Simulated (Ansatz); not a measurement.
Problem. Each is relaxed and computed with PBE (plane waves, PAW; program Ansatz). Which is the only metal?
(A) B2CO, chalcopyrite
(B) BeS, rock salt
(C) MgO, rock salt
(D) TaC, rock salt

Solution. D, TaC, rock salt. TaC: metal; B2CO: gap 2.94 eV (indirect); MgO: gap 4.46 eV (direct); BeS: gap 0.97 eV (indirect). Typed or built starts, not in the databases checked: B2CO, chalcopyrite; BeS, rock salt. All cells were relaxed under the symmetry of their starts (and spin orders); stability against distortions was not tested throughout. Named crystals with no word on spin ran without spin polarisation. Scalar-relativistic: spin–orbit coupling is off unless named, which matters more the heavier the elements.

Potentials: the earlier of the program's two PAW sets.
